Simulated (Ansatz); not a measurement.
The relaxed structure here is a generated cell of CrI3: the first start was made by placing the elements on the sites of a structure type, and the end was not matched to a known phase here, so it may be hypothetical. Known forms of CrI3 include space group No. 148.

One starting cell of CrI3 (a generated trial cell of CrI3 in the AlF3 structure type) was relaxed twice with Ansatz (plane waves, PAW, scalar-relativistic): with r2SCAN at 500 eV and with PBE at 420 eV. The r2SCAN result:

CrI₃ is modelled in the trigonal space group R-3c, hexagonal axes (No. 167), Pearson symbol hR8. Cell: a = b = 6.956 Å, c = 18.860 Å, α = β = 90.00°, γ = 120.00°. Cr on 6b sees 6 I at 2.770 Å (octahedral). I on 18e is coordinated by 2 Cr at 2.770 Å (bent). (Neighbours: up to the widest gap in distance over summed covalent radii, below 1.35, at either atom; cation-cation and far metal-metal contacts left out.)
(The calculation used a cell of 8 atoms; values per cell refer to that cell.)

| quantity | r2SCAN | PBE |
|---|---|---|
| space group | R-3c | R-3c |
| volume (Å³/atom) | 32.93 | 33.04 |
| a (Å) | 6.956 | 6.987 |
| c (Å) | 18.860 | 18.755 |
| gap (eV, no spin-orbit coupling) | 0.03 | 0.02 |
| spin order | ferromagnetic | ferromagnetic |
| net moment (μB/atom) | 0.75 | 0.75 |

Both levels end in the same structure; PBE's volume is within 0.5 % of r2SCAN's; its gap is the same within 0.05 eV. Neither column is exact.

Spin states reached: ferromagnetic; spin orders were not searched systematically. Without spin-orbit coupling the bands of the heavy element are not split, so the gap can be far off.

The run could not lose the symmetry of its start; a randomly shaken copy of 8 atoms returns to this structure.

Ansatz is a program for electronic structure.
